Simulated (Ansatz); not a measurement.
# LuI2: reading a single point

```
I Lu
1.0
     4.57616   -0.05745    0.07894
    -0.11807    4.49451    0.79249
    -0.25877    0.01159    5.01479
I Lu
2 1
Direct
  0.77478 0.71703 0.69366
  0.37108 0.17648 0.79386
  0.92094 0.29480 0.25438
```

Single point in Ansatz 0.2.0 with m-r2SCAN, no spin polarisation. Cutoff 500 eV, PAW datasets, 4×4×4 (shifted by 0, 0.5, 0 steps) k mesh, fermi-dirac filling (width 0.1 eV).

**Contacts.** I–I at 2.96 Å: least valence density 0.30 e/Å³ and ELF 0.27 there. I–Lu at 3.18 Å: least valence density 0.17 e/Å³ and ELF 0.16 there. These are pseudo-fields; inside the PAW spheres they differ from the all-electron ones.
**Electronic structure.** It is a metal, with about 1.7 states/eV a cell as the mean within 0.25 eV of the Fermi level, mostly Lu d (62 %) and Lu s (20 %).
**Forces.** The largest is on I2: 3.47 eV/Å, components (-2.61, -0.06, 2.29). It makes 132° with the line to a nearest neighbour, I1 at 2.96 Å.
**Stress.** The pressure is 5.6 GPa (compression positive), so with the atoms held at these fractions the cell would first expand; the forces are large, so a full relaxation may end otherwise. The principal stresses -6.8, 9.4, 14.2 GPa differ, so its shape would change too.
**Formation energy.** 0.02 eV an atom against the elements' usual phases (free molecules for gases, crystals otherwise, with no correction for O₂ or N₂), too near zero to call. Relaxing would lower it.

Origin: a disordered cell, so it need not be a known compound. Caveats: odd electron count without spin polarisation, so a magnetic state may lie lower; the k mesh is coarse if the cell is a metal; atoms or cell far from equilibrium; m-r2SCAN is r2SCAN with a changed spin dependence that lowers moments.
